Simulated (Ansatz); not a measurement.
## K$_{2}$NaCl$_{3}$: input, output and frames of a trajectory

All numbers below come from Ansatz, DFT PBEsol, scalar-relativistic, plane waves, PAW. The runs took a 420 eV cutoff, a shifted (0.5, 0.5, 0.0 steps) 2×2×1 mesh and Fermi–Dirac smearing (0.22 eV). The mesh is coarse. No spin polarisation.

18 atoms, starting at 1.10 times the perfect crystal's volume (space group P-3m1, the cell as given, not relaxed at this level); Langevin thermostat and barostat at 2600 K (friction 0.05 fs⁻¹), target pressure 2 GPa; 45 steps of 6 fs. The run is short and not equilibrated. The steps keep the starting cell's plane waves. The time step is on the long side.

The calculation finished and met its thresholds.

Time: 2.4 min on 4 threads of Intel(R) Xeon(R) Platinum 8488C (Sapphire Rapids), on a shared host, peak memory 1 GiB.

Command:
```bash
ansatz run input.yaml --threads 4 --pin off --max-ram 5120MiB --backend cpu --events-out ev --progress --plain --runs-dir out
```

Input:
```yaml
crystal:
  lattice:
    - [6.6179054493, -3.8208494926, 0.0]
    - [-6.6179054493, -3.8208494926, 0.0]
    - [0.0, 0.0, -10.9118966701]
  atoms:
    - { symbol: K, position: [1.0, 0.3333333333, 0.32097661] }
    - { symbol: K, position: [0.3333333333, 1.0, 0.32097661] }
    - { symbol: K, position: [0.6666666667, 0.6666666667, 0.32097661] }
    - { symbol: K, position: [0.3333333333, 0.3333333333, 0.67902339] }
    - { symbol: K, position: [0.6666666667, 1.0, 0.67902339] }
    - { symbol: K, position: [0.0, 0.6666666667, 0.67902339] }
    - { symbol: Na, position: [0.3333333333, 0.6666666667, 0.0] }
    - { symbol: Na, position: [0.6666666667, 0.3333333333, 0.0] }
    - { symbol: Na, position: [0.0, 0.0, 0.0] }
    - { symbol: Cl, position: [1.0, 0.3333333333, 0.8570084] }
    - { symbol: Cl, position: [0.3333333333, 1.0, 0.8570084] }
    - { symbol: Cl, position: [0.6666666667, 0.6666666667, 0.8570084] }
    - { symbol: Cl, position: [0.3333333333, 0.3333333333, 0.1429916] }
    - { symbol: Cl, position: [0.6666666667, 1.0, 0.1429916] }
    - { symbol: Cl, position: [0.0, 0.6666666667, 0.1429916] }
    - { symbol: Cl, position: [0.3333333333, 0.6666666667, 0.5] }
    - { symbol: Cl, position: [0.6666666667, 0.3333333333, 0.5] }
    - { symbol: Cl, position: [0.0, 0.0, 0.5] }
basis:
  ecutwfc: 420
kpoints:
  mp_grid: { grid: [2, 2, 1], shift: [0.5, 0.5, 0.0] }
hamiltonian:
  xc: pbesol
scf:
  occupations: { method: fermi_dirac, width: 0.2241 }
  lower_state_search: "off"
  convergence: { dr2_threshold: 1.0e-07 }
output:
  forces: true
  stress: true
md:
  timestep: 6.0
  n_steps: 45
  ensemble: npt_langevin
  temperature: 2600.0
  initial_velocities: maxwell_boltzmann
  seed: 55867
  friction: 0.05
  pressure: 2.0
```

Output (its end):
```
...
  E_nonlocal   = 689.520642
  E_hartree    = 3659.440997
  E_xc         = -1874.572294
  E_vxc        = -2229.401817  (∫ρ·V_xc dr)
  E_paw        = -11107.883539  (= ΣΔE_a)
  E_vpaw       = -269.517202  (= ΣTr[D̂ρ^β])
  E_aug_tail   = 0.000757  (compensation charges beyond the density's cutoff)
  E_ewald      = -7388.311586
  E_core_change = 1.517281  (= ΣΔE_core)
  E_smearing   = -0.002508  (= −TS)
  E_closure    = -0.000000  (closes the sum)
  Σ components = -23101.390274   (vs F -23101.390274, Δ=0.00e0)
--- Forces (eV/Å), atoms counted from 1 ---
  atom   1  K      1.57471319    -0.34274482     0.99075350
  atom   2  K     -0.03254264    -0.20717608     0.81653521
  atom   3  K     -0.48554831     0.26296918     1.04518808
  atom   4  K      0.45525267     0.50633715    -0.07397517
  atom   5  K      0.14577942     0.02911471    -0.24938806
  atom   6  K     -0.57712694    -0.02338805    -0.41952392
  atom   7  Na    -0.45892820     0.75028964    -0.93833923
  atom   8  Na    -0.01957079    -0.04060188     0.28958328
  atom   9  Na    -0.37631295    -0.34160848    -0.49054046
  atom  10  Cl    -0.18348889    -0.29202938     0.55088249
  atom  11  Cl     0.75001492    -0.27737269     0.79121616
  atom  12  Cl     0.29010747    -0.11084218     0.93922266
  atom  13  Cl     0.80810987    -0.10984129    -0.26535123
  atom  14  Cl    -0.46136715    -0.21911577    -0.04148104
  atom  15  Cl    -0.79041447    -0.00691835     0.20872342
  atom  16  Cl     0.06137751    -0.24575911    -0.59243456
  atom  17  Cl    -0.39710495     1.06090259    -1.42545855
  atom  18  Cl    -0.30296803    -0.39221994    -1.13562919
  max |Σ_I F_I| component: 1.82e-5 eV/Å
--- Stress (GPa, compression-positive) ---
        0.661529      -0.015970       0.086056
       -0.015970       0.683710      -0.137465
        0.086056      -0.137465       0.589116
  P = ⅓ Tr σ = 0.6448 GPa (6.448 kbar)
--- MD trajectory: 45 steps, t = 0.0 → 270.0 fs ---
  final state: T = 2217.9 K   F+E_penalty+E_count = -23101.39026539 eV   E_kin = 5.160400 eV
  conserved energy: peak-to-peak 6.084e-2 eV (3.380e-3 eV/atom) over 270.0 fs
  cell: V = 549.0506 Å³ at the end; means of 46 rows, the approach among them: V = 553.4278 Å³, P_inst = 1.6366 GPa
  mean static stress (GPa): xx 0.4460  yy 0.5605  zz 0.7108  yz -0.1191  xz 0.3131  xy -0.4508
  the result is of one more SCF, on plane waves selected at the last cell: its energy does not rank with the rows'
```

Frames along the run (Å, eV/Å; dE is the potential energy from the first frame):

```xyz
18
Lattice="6.618 -3.821 0.000 -6.618 -3.821 0.000 0.000 0.000 -10.912" Properties=species:S:1:pos:R:3:forces:R:3 pbc="T T T" time_fs=0.00 dE_eV=0.0000 T_K=2456
K     4.412   -5.094   -3.502    0.000    0.000   -0.024
K    -4.412   -5.094   -3.502    0.000    0.000   -0.024
K     0.000   -5.094   -3.502    0.000    0.000   -0.024
K     0.000   -2.547   -7.409    0.000    0.000    0.024
K    -2.206   -6.368   -7.409    0.000    0.000    0.024
K    -4.412   -2.547   -7.409    0.000    0.000    0.024
Na   -2.206   -3.821    0.000    0.000    0.000    0.000
Na    2.206   -3.821    0.000    0.000    0.000    0.000
Na    0.000    0.000    0.000    0.000    0.000    0.000
Cl    4.412   -5.094   -9.352    0.000    0.000    0.057
Cl   -4.412   -5.094   -9.352    0.000    0.000    0.057
Cl    0.000   -5.094   -9.352    0.000    0.000    0.057
Cl    0.000   -2.547   -1.560    0.000    0.000   -0.057
Cl   -2.206   -6.368   -1.560    0.000    0.000   -0.057
Cl   -4.412   -2.547   -1.560    0.000    0.000   -0.057
Cl   -2.206   -3.821   -5.456    0.000    0.000    0.000
Cl    2.206   -3.821   -5.456    0.000    0.000    0.000
Cl    0.000    0.000   -5.456    0.000    0.000    0.000
18
Lattice="6.627 -3.826 0.000 -6.627 -3.826 0.000 0.000 0.000 -10.927" Properties=species:S:1:pos:R:3:forces:R:3 pbc="T T T" time_fs=24.00 dE_eV=1.0689 T_K=2033
K     4.326   -5.224   -3.378    0.095    0.193   -0.309
K    -4.035   -5.044   -3.245   -0.474    0.124   -0.462
K    -0.090   -5.155   -3.422    0.176   -0.165   -0.371
K    -0.013   -2.429   -7.040   -0.140   -0.157   -0.640
K    -2.262   -6.568   -7.401    0.076    0.158   -0.359
K    -4.537   -2.782   -7.363   -0.047    0.321   -0.414
Na   -2.099   -3.746    0.153   -0.069   -0.063    0.175
Na    2.048   -3.483   -0.185    0.063   -0.411    0.424
Na   -0.108    0.313   -0.217    0.163   -0.146    0.555
Cl    4.249   -5.153   -9.621    0.255    0.181    0.409
Cl   -4.411   -5.236   -9.405   -0.065    0.188    0.075
Cl    0.021   -5.194   -9.281   -0.166    0.054   -0.093
Cl   -0.172   -2.817   -1.727    0.214    0.316    0.043
Cl   -2.274   -6.432   -1.458    0.219    0.038   -0.280
Cl   -4.203   -2.451   -1.383   -0.535   -0.240   -0.417
Cl   -2.369   -3.730   -5.680    0.194   -0.198    0.570
Cl    2.189   -3.612   -5.647    0.093   -0.345    0.652
Cl   -0.069    0.039   -5.477   -0.053    0.150    0.442
18
Lattice="6.641 -3.834 0.000 -6.641 -3.834 0.000 0.000 0.000 -10.950" Properties=species:S:1:pos:R:3:forces:R:3 pbc="T T T" time_fs=48.00 dE_eV=2.4836 T_K=1820
K     4.241   -5.120   -3.358    0.268    0.207   -0.381
K    -4.110   -4.923   -3.200   -0.791    0.352   -0.916
K    -0.063   -5.073   -3.318    0.215   -1.827   -1.575
K    -0.146   -2.453   -6.854    0.308   -0.375   -0.845
K    -2.346   -6.691   -7.388    0.185    0.291   -0.530
K    -4.699   -2.787   -7.317    0.596    0.037   -0.165
Na   -1.982   -4.127    0.267   -0.270    0.380    0.104
Na    1.830   -3.409   -0.093    0.298   -0.510    0.227
Na   -0.233    0.373   -0.016    0.106   -0.240    0.393
Cl    4.240   -5.276   -9.798    0.452    0.297    0.422
Cl   -4.556   -5.210   -9.462    0.046    0.205    0.115
Cl    0.224   -5.274   -9.013   -0.802    0.357   -0.773
Cl   -0.122   -3.049   -1.893   -0.046    1.970    1.244
Cl   -2.426   -6.245   -1.617    0.875   -0.540    0.582
Cl   -4.132   -2.432   -1.438   -0.847   -0.274   -0.268
Cl   -2.382   -3.819   -5.877   -0.141   -0.259    0.733
Cl    2.282   -3.486   -5.570   -0.259   -0.421    0.750
Cl   -0.122    0.027   -5.635   -0.192    0.351    0.883
18
Lattice="6.646 -3.837 0.000 -6.646 -3.837 0.000 0.000 0.000 -10.959" Properties=species:S:1:pos:R:3:forces:R:3 pbc="T T T" time_fs=72.00 dE_eV=3.5985 T_K=2547
K     4.019   -5.150   -3.487    0.756    0.150   -0.234
K    -4.153   -4.927   -3.165   -1.182    0.404   -1.228
K     0.063   -5.149   -3.246    0.018   -1.224   -1.141
K    -0.074   -2.693   -6.763    0.659    0.102   -0.751
K    -2.519   -6.632   -7.234    0.599    0.049   -1.030
K    -4.787   -2.760   -7.460    1.847   -0.987    1.112
Na   -1.700   -4.518    0.376   -0.376    1.028    0.290
Na    1.889   -3.428   -0.014    0.351   -0.166    0.284
Na   -0.259    0.476    0.081    0.231   -0.693    0.301
Cl    4.319   -5.178   -9.770    0.109    0.363    0.209
Cl   -4.844   -4.985   -9.358    0.173   -0.429   -0.198
Cl    0.235   -5.350   -8.843   -1.812    1.340   -1.705
Cl    0.018   -3.010   -1.843   -0.070    1.333    0.827
Cl   -2.450   -5.976   -1.565    1.250   -1.130    0.856
Cl   -4.219   -2.484   -1.553   -0.868   -0.033    0.169
Cl   -2.263   -4.051   -5.976   -0.651    0.054    0.781
Cl    2.509   -3.373   -5.211   -0.945   -0.482    0.703
Cl   -0.181   -0.086   -5.743   -0.088    0.321    0.754
18
Lattice="6.648 -3.838 0.000 -6.648 -3.838 0.000 0.000 0.000 -10.961" Properties=species:S:1:pos:R:3:forces:R:3 pbc="T T T" time_fs=96.00 dE_eV=3.8861 T_K=2518
K     3.832   -5.197   -3.638    1.299   -0.223    0.425
K    -4.198   -4.668   -3.270   -0.430   -0.499   -0.331
K     0.416   -5.480   -3.266   -0.933    0.529   -0.292
K    -0.054   -2.670   -6.746    0.081   -0.633   -0.706
K    -2.613   -6.663   -7.232    0.502   -0.743   -1.441
K    -4.784   -2.919   -7.343    0.213   -0.199   -0.303
Na   -1.588   -4.766    0.201   -0.451    1.843    0.542
Na    1.954   -3.563   -0.080    0.225   -0.001    0.150
Na   -0.157    0.486    0.221    0.323   -1.011   -0.069
Cl    4.543   -4.901   -9.824   -0.360    0.286    0.466
Cl   -5.069   -5.199   -9.401    0.335   -0.016    0.360
Cl    0.160   -5.148   -9.144    0.381    0.102    0.500
Cl   -0.043   -2.658   -1.735    0.088   -0.306   -0.245
Cl   -2.476   -5.975   -1.531    0.150   -1.253   -0.848
Cl   -4.281   -2.460   -1.439   -0.354    0.105    0.368
Cl   -2.471   -4.400   -5.892    0.216    1.614    0.658
Cl    2.589   -3.241   -5.006   -1.340   -0.428    0.152
Cl   -0.279   -0.260   -5.537    0.054    0.833    0.615
18
Lattice="6.633 -3.829 0.000 -6.633 -3.829 0.000 0.000 0.000 -10.936" Properties=species:S:1:pos:R:3:forces:R:3 pbc="T T T" time_fs=120.00 dE_eV=4.0404 T_K=2304
K     3.965   -5.154   -3.665    1.431   -0.470    0.572
K    -4.166   -4.612   -3.205   -0.715   -0.621   -0.268
K     0.664   -5.568   -3.262   -1.449    0.727   -1.144
K    -0.010   -2.704   -6.913   -0.043   -0.523   -0.563
K    -2.722   -6.653   -7.414    0.157   -0.263   -0.314
K    -4.717   -2.974   -7.306   -0.019   -0.229   -0.289
Na   -1.723   -4.599    0.149   -0.185    1.056    0.442
Na    2.084   -3.898   -0.350    0.107    0.802    0.738
Na   -0.159    0.623   -0.157    0.124   -1.115    0.543
Cl    4.537   -4.731   -9.524   -0.241    0.074   -0.082
Cl   -5.221   -5.331   -9.494    0.671    0.199    0.329
Cl    0.337   -4.965   -8.963   -0.458   -0.199   -0.525
Cl   -0.086   -2.313   -1.715    0.053   -0.394   -0.199
Cl   -2.428   -6.104   -1.707    0.773   -0.683    0.180
Cl   -4.359   -2.425   -1.279    0.341   -0.347    0.458
Cl   -2.691   -4.505   -5.637    0.471    1.221    0.007
Cl    2.420   -3.413   -4.908   -1.142   -0.199   -0.383
Cl   -0.335   -0.446   -5.442    0.123    0.964    0.496
18
Lattice="6.619 -3.822 0.000 -6.619 -3.822 0.000 0.000 0.000 -10.914" Properties=species:S:1:pos:R:3:forces:R:3 pbc="T T T" time_fs=150.00 dE_eV=4.0174 T_K=2224
K     4.198   -5.093   -3.760    0.365   -0.003    0.337
K    -4.035   -4.619   -3.490   -1.883   -0.935    1.931
K     0.555   -5.523   -3.182   -1.302    0.558   -1.038
K    -0.011   -2.649   -6.968   -0.410   -1.603   -1.426
K    -2.896   -6.777   -7.543    0.258    0.021   -0.085
K    -4.535   -3.005   -7.286   -0.450    0.180   -0.494
Na   -2.039   -4.515    0.417    0.019    0.659   -0.027
Na    2.295   -3.876   -0.449   -0.018    0.504    0.715
Na   -0.106    0.401   -0.036    0.082   -0.690    0.228
Cl    4.343   -4.962   -9.672   -0.150    0.122    0.277
Cl   -5.346   -5.432   -9.417    1.020    0.334    0.173
Cl    0.473   -5.027   -9.045   -0.696   -0.214   -0.344
Cl   -0.197   -1.928   -1.724    0.219   -0.203   -0.347
Cl   -2.302   -6.034   -1.709    0.409   -0.331    0.236
Cl   -4.386   -2.453   -1.300    0.526   -0.491    0.181
Cl   -2.686   -4.165   -5.477    1.743    0.595   -1.919
Cl    2.007   -3.627   -5.301    0.277   -0.600    0.580
Cl   -0.284   -0.571   -5.598   -0.011    2.094    1.022
18
Lattice="6.609 -3.816 0.000 -6.609 -3.816 0.000 0.000 0.000 -10.898" Properties=species:S:1:pos:R:3:forces:R:3 pbc="T T T" time_fs=174.00 dE_eV=4.0899 T_K=2172
K     4.251   -4.891   -3.957   -0.219   -0.247    0.627
K    -4.216   -4.897   -3.618   -0.438   -0.402    0.493
K     0.654   -5.537   -3.087   -1.943    0.881   -1.503
K     0.062   -2.759   -6.918   -2.500    0.014   -2.491
K    -3.094   -6.956   -7.593    0.441    0.118    0.021
K    -4.677   -3.234   -7.330   -0.296    0.294   -0.399
Na   -2.160   -4.445    0.322    0.196    0.542   -0.124
Na    2.444   -3.705   -0.335   -0.182   -0.088    0.204
Na    0.095    0.234    0.015   -0.212   -0.426    0.000
Cl    4.223   -4.826   -9.757    0.182   -0.240    0.352
Cl   -5.293   -5.639   -9.350    0.861    0.398   -0.155
Cl    0.324   -5.282   -9.151   -0.456    0.058   -0.131
Cl   -0.501   -1.852   -1.803    0.666   -0.247   -0.156
Cl   -1.968   -6.139   -1.650   -0.315   -0.007   -0.126
Cl   -4.234   -2.586   -1.508    1.212   -0.646    1.102
Cl   -2.521   -3.761   -5.519    0.280    0.041   -0.255
Cl    1.654   -3.695   -5.404    2.348   -1.427    2.282
Cl   -0.277   -0.491   -5.628    0.377    1.385    0.260
18
Lattice="6.607 -3.814 0.000 -6.607 -3.814 0.000 0.000 0.000 -10.894" Properties=species:S:1:pos:R:3:forces:R:3 pbc="T T T" time_fs=198.00 dE_eV=4.0657 T_K=2191
K     4.077   -4.971   -4.122    0.211   -0.165    0.582
K    -4.421   -5.187   -3.726   -0.019    0.481    0.428
K     0.628   -5.559   -3.033   -1.689    0.540   -0.926
K    -0.033   -2.829   -6.974   -1.725   -0.006   -1.746
K    -3.106   -6.998   -7.590    0.337    0.674    0.463
K    -4.677   -3.324   -7.393   -0.172    0.328   -0.408
Na   -2.334   -4.127   -0.213    0.448    0.310    0.027
Na    2.448   -3.773   -0.381   -0.389    0.160   -0.009
Na    0.092    0.030    0.056   -0.356   -0.161    0.026
Cl    3.905   -4.772   -9.649    0.618   -1.182    0.173
Cl   -5.429   -5.662   -9.337    0.852    0.169   -0.222
Cl    0.102   -5.488   -9.164   -0.215    0.164   -0.016
Cl   -0.763   -1.842   -1.791    0.891   -0.645   -0.159
Cl   -1.861   -6.476   -1.465   -0.557    0.712   -0.398
Cl   -3.996   -2.730   -1.721    0.389   -0.494    0.531
Cl   -2.386   -3.712   -5.579   -0.441   -0.379    0.091
Cl    1.598   -3.618   -5.278    1.560   -1.251    1.356
Cl   -0.247   -0.406   -5.607    0.255    0.745    0.206
18
Lattice="6.613 -3.818 0.000 -6.613 -3.818 0.000 0.000 0.000 -10.904" Properties=species:S:1:pos:R:3:forces:R:3 pbc="T T T" time_fs=222.00 dE_eV=4.3601 T_K=2292
K     3.734   -5.058   -4.150    1.021   -0.292    0.545
K    -4.677   -5.423   -3.802    0.187    1.203    0.912
K     0.593   -5.541   -3.026   -1.656    0.347   -0.712
K    -0.286   -2.882   -7.100   -0.467    0.304   -1.365
K    -3.188   -6.817   -7.595    0.435    0.286   -0.307
K    -4.782   -3.146   -7.347   -0.212    0.199   -0.498
Na   -1.942   -3.886   -0.358   -0.129   -0.330    0.455
Na    2.478   -3.860   -0.504   -0.921    0.476   -0.360
Na   -0.104   -0.061   -0.173    0.523   -0.372    0.893
Cl    3.821   -4.771   -9.813    0.799   -1.124    1.650
Cl   -5.553   -5.489   -9.252    0.751    0.118   -0.123
Cl   -0.191   -5.502   -9.285   -0.128    0.236    0.071
Cl   -0.844   -2.097   -1.667    1.023   -0.407   -0.828
Cl   -1.895   -6.687   -1.391   -0.870    1.359   -1.319
Cl   -4.145   -2.949   -1.671    0.222   -0.396    0.231
Cl   -2.286   -3.743   -5.585   -1.258   -0.601    0.479
Cl    1.486   -3.693   -5.339    0.742   -1.357    0.157
Cl   -0.232   -0.364   -5.431   -0.061    0.350    0.118
18
Lattice="6.614 -3.819 0.000 -6.614 -3.819 0.000 0.000 0.000 -10.906" Properties=species:S:1:pos:R:3:forces:R:3 pbc="T T T" time_fs=246.00 dE_eV=3.3527 T_K=2535
K     3.667   -5.013   -4.324    1.543   -0.797    1.032
K    -4.879   -5.407   -3.823    0.335    0.568    0.748
K     0.463   -5.667   -3.108   -1.119    0.050   -0.273
K    -0.581   -3.013   -7.347    0.182    0.271   -0.360
K    -3.135   -6.754   -7.544    0.305    0.414   -0.272
K    -4.693   -2.870   -7.355   -0.399   -0.056   -0.400
Na   -1.845   -4.086   -0.196   -0.375    0.467   -0.149
Na    2.365   -3.554   -0.679   -0.154   -0.082    0.639
Na    0.072   -0.066   -0.007   -0.597    0.289   -0.353
Cl    3.748   -4.793   -9.745   -0.063   -0.479    0.649
Cl   -5.489   -5.383   -9.302    0.811   -0.302    0.612
Cl   -0.560   -5.325   -9.287    0.251   -0.217    0.500
Cl   -0.785   -2.192   -1.627    1.058   -0.137   -0.429
Cl   -2.002   -6.384   -1.401    0.000    0.044   -0.737
Cl   -4.012   -2.961   -1.753   -0.364   -0.079    0.007
Cl   -2.465   -3.981   -5.501   -0.679   -0.217    0.037
Cl    1.476   -3.912   -5.315   -0.537   -0.157   -0.798
Cl   -0.277   -0.368   -5.327   -0.197    0.420   -0.454
18
Lattice="6.607 -3.814 0.000 -6.607 -3.814 0.000 0.000 0.000 -10.893" Properties=species:S:1:pos:R:3:forces:R:3 pbc="T T T" time_fs=270.00 dE_eV=3.2964 T_K=2218
K     3.667   -5.188   -4.323    1.575   -0.343    0.991
K    -4.721   -5.285   -3.820   -0.033   -0.207    0.817
K     0.156   -5.892   -3.450   -0.486    0.263    1.045
K    -0.763   -3.226   -7.426    0.455    0.506   -0.074
K    -3.139   -6.555   -7.476    0.146    0.029   -0.249
K    -4.614   -2.777   -7.325   -0.577   -0.023   -0.420
Na   -1.896   -4.016    0.063   -0.459    0.750   -0.938
Na    2.301   -3.498   -0.588   -0.020   -0.041    0.290
Na   -0.080    0.170    0.017   -0.376   -0.342   -0.491
Cl    3.805   -4.905   -9.545   -0.183   -0.292    0.551
Cl   -5.484   -5.352   -9.441    0.750   -0.277    0.791
Cl   -0.586   -5.450   -9.336    0.290   -0.111    0.939
Cl   -0.595   -2.219   -1.506    0.808   -0.110   -0.265
Cl   -2.046   -6.139   -1.604   -0.461   -0.219   -0.041
Cl   -3.874   -2.780   -1.995   -0.790   -0.007    0.209
Cl   -2.692   -4.061   -5.407    0.061   -0.246   -0.592
Cl    1.382   -4.210   -5.150   -0.397    1.061   -1.425
Cl   -0.306   -0.275   -5.184   -0.303   -0.392   -1.136
```